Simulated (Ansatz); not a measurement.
AgLaS2 as one 4-atom ordering (R-3m) on the rocksalt lattice was relaxed with 5 functionals in the PAW code Ansatz, cell and atoms free, the symmetry of the start kept (meshes: PBE 6×6×6, r2SCAN 6×6×6, PBEsol 6×6×6, LDA 6×6×6, HSE06 4×4×4). Computed, not measured; no magnetism was allowed, and whether the structure is a known phase isn't checked.

The HSE06 result:
```cif
data_structure
_symmetry_space_group_name_H-M 'R-3m:H'
_symmetry_Int_Tables_number 166
_cell_length_a 4.2482
_cell_length_b 4.2482
_cell_length_c 18.0144
_cell_angle_alpha 90.000
_cell_angle_beta 90.000
_cell_angle_gamma 120.000
_cell_volume 281.55
loop_
_atom_site_label
_atom_site_type_symbol
_atom_site_symmetry_multiplicity
_atom_site_Wyckoff_symbol
_atom_site_fract_x
_atom_site_fract_y
_atom_site_fract_z
_atom_site_occupancy
Ag1 Ag 3 a 0.00000 0.00000 0.00000 1
La1 La 3 b 0.33333 0.66667 0.16667 1
S1 S 6 c 0.00000 0.00000 0.25073 1
```

Space group R-3m (No. 166), trigonal; conventional cell a = 4.248 Å, c = 18.014 Å, 23.46 Å³ an atom. Ag is surrounded by 6 S at 2.87 Å; La is surrounded by 6 S at 2.88 Å; S is surrounded by 3 Ag at 2.87 Å and 3 La at 2.88 Å.

**Question.** What lattice does PBEsol give?

**Answer.** a = 4.227 Å, c = 16.968 Å; the volume differs by -6.7 % from HSE06's. Ag is surrounded by 6 S at 2.79 Å; La is surrounded by 6 S at 2.85 Å; S is surrounded by 3 Ag at 2.79 Å and 3 La at 2.85 Å.

**Question.** What lattice does PBE give?

**Answer.** a = 4.271 Å, c = 17.764 Å; the volume differs by -0.3 % from HSE06's. Around Ag lie 6 S at 2.86 Å; around La lie 6 S at 2.89 Å; around S lie 3 Ag at 2.86 Å and 3 La at 2.89 Å.

**Question.** Held at the r2SCAN cell, what mean stress does LDA find, and does its sign point to its own minimum?

**Answer.** Yes. LDA -5.55 GPa, and its relaxed volume is -9.1 % from r2SCAN's. Compression counts positive, so a positive stress asks for a larger cell.
